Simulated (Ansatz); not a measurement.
EuSn (Cmcm): moments, gap and shell filling against U

The geometry is a structure from the Materials Project, held fixed and not relaxed.

Settings: LDA, 7×7×7 k mesh, Fermi–Dirac smearing of 0.1 eV. PAW means Ansatz 0.2.0 on its default frozen-core files; LAPW is all-electron LAPW in Ansatz 0.2.0. Site moments are integrated in spheres about the atoms, whose radii differ between the methods.

Input of the first run:

```yaml
crystal:
  lattice:
    - [2.4652846064, -5.9210169305, 0.0]
    - [2.4652846064, 5.9210169305, 0.0]
    - [0.0, 0.0, 4.45639327]
  atoms:
    - { symbol: Eu, position: [0.86476773, 0.13523227, 0.25], spin: 7.0 }
    - { symbol: Eu, position: [0.13523227, 0.86476773, 0.75], spin: 7.0 }
    - { symbol: Sn, position: [0.41906496, 0.58093504, 0.75] }
    - { symbol: Sn, position: [0.58093504, 0.41906496, 0.25] }
magnetization:
  spin_polarized: true
kpoints:
  mp_grid: { grid: [7, 7, 7] }
scf:
  occupations: { method: fermi_dirac, width: 0.1 }
hamiltonian:
  xc: lda
  pseudopotentials: { kind: paw }
output:
  forces: true
  stress: true
  eigenvalues: true
  hubbard: { sites: [{ species: Eu, l: f }] }
  populations: true
```

Command: `ansatz run input.yaml --threads 2 --pin off --max-ram 6144MiB --backend cpu --events-out ev --progress --plain --runs-dir out`

The input for «U = 8 eV on Eu f» by LAPW differs from it in these lines, output keys apart:

```diff
-  pseudopotentials: { kind: paw }
+  pseudopotentials: { kind: all_electron, lapw: { basis_error: 0.001 } }
+  hubbard: { sites: [{ species: Eu, l: f, u_eff: 8 }] }
```

U is Dudarev's effective value on Löwdin-orthogonalised free-atom orbitals with fully localised double counting, unless a row says otherwise (a row with U and J takes Liechtenstein's form); the search for lower states is left at its default. Gaps are Kohn–Sham gaps on the k mesh over both spins.

```json
{"run": "no U", "largest site moment PAW (μB)": "6.82", "largest site moment LAPW (μB)": "6.87", "gap PAW (eV)": "metal", "gap LAPW (eV)": "metal", "Eu f electrons PAW": "6.81", "electrons LAPW": "6.80", "P PAW (GPa)": "-4.1", "P LAPW (GPa)": "-4.0"}
{"run": "U = 3 eV on Eu f", "largest site moment PAW (μB)": "6.93", "largest site moment LAPW (μB)": "6.98", "gap PAW (eV)": "metal", "gap LAPW (eV)": "metal", "Eu f electrons PAW": "6.95", "electrons LAPW": "6.95", "P PAW (GPa)": "-2.8", "P LAPW (GPa)": "-2.8"}
{"run": "U = 6 eV on Eu f", "largest site moment PAW (μB)": "6.97", "largest site moment LAPW (μB)": "7.01", "gap PAW (eV)": "metal", "gap LAPW (eV)": "metal", "Eu f electrons PAW": "6.98", "electrons LAPW": "6.98", "P PAW (GPa)": "-2.3", "P LAPW (GPa)": "-2.2"}
{"run": "U = 8 eV on Eu f", "largest site moment PAW (μB)": "6.97", "largest site moment LAPW (μB)": "7.02", "gap PAW (eV)": "metal", "gap LAPW (eV)": "metal", "Eu f electrons PAW": "6.99", "electrons LAPW": "6.99", "P PAW (GPa)": "-2.1", "P LAPW (GPa)": "-2.0"}
{"run": "second moment reversed; U = 3 eV on Eu f", "largest site moment PAW (μB)": "6.91", "largest site moment LAPW (μB)": "6.96", "gap PAW (eV)": "metal", "gap LAPW (eV)": "metal", "Eu f electrons PAW": "6.95", "electrons LAPW": "6.95", "P PAW (GPa)": "-2.8", "P LAPW (GPa)": "-2.7"}
{"run": "second moment reversed; U = 6 eV on Eu f", "largest site moment PAW (μB)": "6.95", "largest site moment LAPW (μB)": "6.99", "gap PAW (eV)": "metal", "gap LAPW (eV)": "metal", "Eu f electrons PAW": "6.98", "electrons LAPW": "6.98", "P PAW (GPa)": "-2.2", "P LAPW (GPa)": "-2.2"}
{"run": "second moment reversed; U = 8 eV on Eu f", "largest site moment PAW (μB)": "6.96", "largest site moment LAPW (μB)": "7.00", "gap PAW (eV)": "metal", "gap LAPW (eV)": "metal", "Eu f electrons PAW": "6.99", "electrons LAPW": "6.99", "P PAW (GPa)": "-2.0", "P LAPW (GPa)": "-2.0"}
{"run": "second moment reversed; U = 6 eV on Eu f, orbitals not orthogonalised", "largest site moment PAW (μB)": "6.95", "largest site moment LAPW (μB)": "6.98", "gap PAW (eV)": "metal", "gap LAPW (eV)": "metal", "Eu f electrons PAW": "6.98", "electrons LAPW": "7.00", "P PAW (GPa)": "-2.2", "P LAPW (GPa)": "-2.2"}
```

How does the energy of the reversed start compare with that of the first, by LAPW?

U = 3.0 eV: +5.9 meV/atom; U = 6.0 eV: +4.6 meV/atom; U = 8.0 eV: +4.2 meV/atom.

The PAW files were made with PBE; the program remakes their cores once for the run's functional and then keeps them frozen. Spin–orbit coupling is left out although heavy atoms are present. In at least one run the program's final test of stability wasn't made or came to no verdict. With open f shells a run can end in a state that isn't the lowest. These are results for the start and cell typed. The real compound can order otherwise, in a larger cell, or not at all, since semilocal functionals at zero temperature often overstate magnetism. Left out because they may lie on a higher state: PAW, second moment reversed; no U; LAPW, second moment reversed; no U.
